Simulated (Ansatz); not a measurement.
Starting cell, SnSe2 (CdI2 type):

```xyz
6
Lattice="7.6514 0.0000 0.0000 -1.9128 3.3132 0.0000 0.0000 0.0000 6.2288" Properties=species:S:1:pos:R:3 pbc="T T T"
Sn     0.0000     0.0000     0.0000
Sn     3.8257     0.0000     0.0000
Se     0.0000     2.2088     1.5757
Se     3.8257     2.2088     1.5757
Se     1.9128     1.1044     4.6531
Se     5.7385     1.1044     4.6531
```

In each cell atom 1 (Sn, nearest neighbour Se at 2.713 Å; its periodic images, 3.8 Å or more away, move with it) moves by s·(0.705, 0.407, -0.581) (towards the nearest neighbour), the rest being held.

Method: r2SCAN+rVV10 (plane waves to 500 eV, PAW, scalar-relativistic; Ansatz, a program for electronic structure). k mesh 4×8×5 (Γ-centred), Fermi-Dirac smearing 0.05 eV. Left out: 2 of 11 points, with atoms too close for the PAW data. As the smearing reaches across the gap at some points, energies and forces of such displacements shift with the k mesh and the smearing. F∥ is the force on the atom along that direction. SnSe2 was relaxed with its symmetry unable to fall. The PAW data are Ansatz's earlier set. 

| s (Å) | F∥ (eV/Å) |
|---|---|
| -0.648 | 14.019 |
| -0.486 | 7.574 |
| -0.324 | 3.831 |
| -0.162 | 1.585 |
| 0.000 | 0.000 |
| 0.162 | -1.585 |
| 0.324 | -3.831 |
| 0.486 | -7.574 |
| 0.648 | -14.019 |

Task: What is the force constant k = d²E/ds² of this move at s = 0?

Result: 9.10 eV/Å². The forces along the line at the two nearest points give (1.585 − (-1.585)) / (2·0.162) = 9.78 eV/Å²; the next pair corrects for the finite step.

(For displaced atoms, the force is minus the slope of the energy, and its curvature is a force constant, which sets phonon frequencies.)
